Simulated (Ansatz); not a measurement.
AlNi (CsCl type), relaxed with PBEsol (Ansatz, a program for electronic structure, plane waves, PAW): a = b = c = 2.8624 Å, α = β = γ = 90.00°.

```
Property              Value
--------------------  -----
ΔH_f (eV/atom)        -0.67
B₀ by P(V) fit (GPa)    173
K_Hill (GPa)            173
G_Hill (GPa)           79.2
Θ_D (K)                 529
```

Task: The same phase is relaxed and computed with r²SCAN in the same code. What are the cell and these values now?

Result: a = b = c = 2.863 Å, α = β = γ = 90.00°.

- ΔH_f (eV/atom): -0.68
- B₀ by P(V) fit (GPa): 176
- K_Hill (GPa): 176
- G_Hill (GPa): 84.0
- Θ_D (K): 544

Began spin-polarised and lost the moments: AlNi, CsCl type with PBEsol; AlNi, CsCl type with r²SCAN. All cells were relaxed under the symmetry of their starts (and spin orders); stability against distortions was not tested throughout.

Potentials: the later of the program's two PAW sets.

Ansatz is a plane-wave DFT program.

Formation energies count from the lowest solids of the elements computed at the same level, not from gases.
